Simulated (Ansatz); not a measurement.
The cell below belongs to a search over invented structures; it isn't taken from experiment.

Input and command of a plane-wave DFT calculation in Ansatz:

```yaml
crystal:
  lattice:
    - [4.37330043, 0.0, 0.0]
    - [-2.18665022, 3.78738927, 0.0]
    - [0.0, 0.0, 6.70510596]
  atoms:
    - { symbol: Zr, position: [0.5, 0.0, 0.0] }
    - { symbol: Zr, position: [0.0, 0.5, 0.0] }
    - { symbol: Zr, position: [0.5, 0.5, 0.0] }
    - { symbol: Zr, position: [0.0, 0.0, 0.5] }
    - { symbol: B, position: [0.0, 0.0, 0.76987356] }
    - { symbol: B, position: [0.0, 0.0, 0.23012644] }
    - { symbol: S, position: [0.0, 0.0, 0.0] }
basis:
  ecutwfc: 420
kpoints:
  mp_grid: { grid: [3, 3, 2] }
hamiltonian:
  xc: pbe
scf:
  occupations: { method: gaussian, width: 0.15 }
  lower_state_search: "off"
output:
  forces: true
  stress: true
  eigenvalues: true
relax:
  adjacent_minimum: "off"
  f_tol: 0.08
  max_steps: 16
  cell: { stress_tol: 0.8 }
```

```bash
ansatz run input.yaml --threads 1 --pin off --max-ram 2560MiB --backend cpu --events-out ev --progress --plain --runs-dir out
```

Processor: Intel(R) Xeon(R) Processor @ 2.50GHz (Skylake/Cascade Lake), 1 thread, on a host shared with other jobs.

Question: Estimate time, memory and problem size.

Answer: About 79 s, peak memory 0.47 GiB. It solves 37 bands at 6 k points (after reduction by symmetry) with about 4065 plane waves (on the last cell), in 71 SCF iterations over 9 ionic steps.
